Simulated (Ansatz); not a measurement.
Relaxed-ion elastic tensor of TaAl (CsCl type, Pm-3m) in GPa (Voigt order), plane-wave PAW r²SCAN (Ansatz code); density 10.46 g/cm³, 16.51 Å³ per atom.

```
-13.3    252    252    0.0    0.0    0.0
  252  -13.3    252    0.0    0.0    0.0
  252    252  -13.3    0.0    0.0    0.0
  0.0    0.0    0.0   38.6    0.0    0.0
  0.0    0.0    0.0    0.0   38.6    0.0
  0.0    0.0    0.0    0.0    0.0   38.6
```

Q: Is the crystal mechanically stable?

A: No: the smallest eigenvalue of C is -265 GPa.

The start of the workflow was typed in or built on a structure type; neither database checked (COD, Materials Project) lists it. Its standing as an ambient phase is unchecked. Symmetry was held in the r²SCAN relaxation. At this level the phase is mechanically unstable. The run is not spin-polarised. As this level gives no gap, shear constants depend on the k-mesh and smearing (Fermi–Dirac, 0.1 eV here). Spin–orbit coupling is left out wherever it is not named.

Potentials: the later of the program's two PAW sets.
